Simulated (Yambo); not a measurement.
Yambo run on SiC (2H, space group P6_3mc, No. 186). The wavefunctions are norm-conserving LDA (Quantum ESPRESSO, 82 Ry, no spin-orbit coupling) ones on a 6×6×4 mesh (8 occupied bands); a = b = 3.0540 Å, c = 5.0119 Å, α = β = 90.00°, γ = 120.00°.

Yambo input:

```
rim_cut
gw0
dyson
el_el_corr
HF_and_locXC
ppa
em1d
RandQpts= 1000000
RandGvec= 1 Ry
EXXRLvcs= 82 Ry
VXCRLvcs= 328 Ry
Chimod= "HARTREE"
% BndsRnXp
 1 | 59 |
%
NGsBlkXp= 5 Ry
% LongDrXp
 1.0 | 1.0 | 1.0 |
%
PPAPntXp= 27.2114 eV
% GbndRnge
 1 | 59 |
%
GTermKind= "BG"
DysSolver= "n"
ExtendOut
% QPkrange
 1 | 1 | 8 | 8 |
 10 | 10 | 8 | 9 |
 19 | 19 | 9 | 9 |
%
```

k points by index: 1 = Γ, 10 = M, 19 = K.

The o-*.qp file then holds:

```
#    K-point    Band    Eo [eV]    E [eV]    E-Eo [eV]    Vxc [eV]    Vnlxc [eV]    Sc|Eo [eV]    Sc|E [eV]    dSc/dw|Eo [eV]    Re(Z)    Im(Z)
#
    1    8    0.000000    -0.215088    -0.215088    -14.98255    -17.61075    2.360652    2.413113    -6.634584    0.803976    -0.001126
    10    8    -1.206768    -1.570799    -0.364031    -14.49747    -17.62620    2.673828    2.764698    -6.790935    0.800279    -0.001164
    10    9    2.731103    3.264691    0.533589    -10.81566    -6.180090    -3.990064    -4.101981    -5.706497    0.826643    -0.001023
    19    9    2.139903    2.589583    0.449680    -10.17953    -5.752098    -3.884935    -3.977751    -5.615474    0.828935    -0.001016
```
(The two width columns are left out.) Convergence of these settings isn't established.

Geometry relaxed with LDA.
